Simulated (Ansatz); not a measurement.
Generalised stacking fault of NaI (rock salt) on the {110} plane. The cell below holds the perfect crystal with the plane normal along z; tilting its third vector by the shift puts one fault into each cell, between planes 2.31 Å apart, at fixed cell height.

```yaml
crystal:
  lattice:
    - [4.61673, 0.00000, 0.00000]
    - [0.00000, 6.52904, 0.00000]
    - [2.30836, 3.26452, 6.92509]
  atoms:
    - { symbol: I, position: [0.00000, 0.00000, 0.83333] }
    - { symbol: I, position: [0.33333, 0.33333, 0.16667] }
    - { symbol: I, position: [0.66667, 0.66667, 0.50000] }
    - { symbol: Na, position: [0.00000, 0.50000, 0.83333] }
    - { symbol: Na, position: [0.33333, 0.83333, 0.16667] }
    - { symbol: Na, position: [0.66667, 0.16667, 0.50000] }
```

In-plane vectors a = (4.617, 0.000) Å, b = (0.000, 6.529) Å, area 30.14 Å². The shift is s times the vector a (length 4.617 Å), so s = 1 restores the start. The shift is rigid: no atom relaxes. γ = [E(shift) − E(0)] / area.

Calculation: PBE (plane waves to 420 eV, PAW, scalar-relativistic; Ansatz, a program for electronic structure). k mesh 6×6×6 (Γ-centred), Fermi-Dirac smearing 0.05 eV. Energies are extrapolated to zero smearing. Faults lie only 6.9 Å apart, and holding the cell height and the atoms raises γ above its relaxed value. NaI was relaxed with its symmetry unable to fall. Spin-orbit coupling is left out, though I is heavy. The zero of γ is zero shift.

| s | γ (mJ/m²) |
|---|---|
| 0.000 | 0 |
| 0.083 | 37 |
| 0.167 | withheld |
| 0.250 | 431 |
| 0.333 | 806 |
| 0.417 | 1167 |
| 0.500 | 1320 |
| 0.583 | 1167 |
| 0.667 | 806 |
| 0.750 | 431 |
| 0.833 | withheld |
| 0.917 | 37 |

Fit a Fourier form (three harmonics of 1 − cos and sin) to the given rows and predict γ at s = 0.833.

Least squares on the 10 given rows: γ = (652.1)·[1 − cos(2πs)] + (-114.6)·[1 − cos(4πs)] + (7.6)·[1 − cos(6πs)], in mJ/m²; root-mean-square residual 0.4 mJ/m². At 0.833 the fit gives 169 mJ/m²; the calculation gives 169 mJ/m², the same to the digits shown. 

(The slope of γ gives the shear force per area between the displaced halves; near zero shift its curvature is an elastic stiffness.)
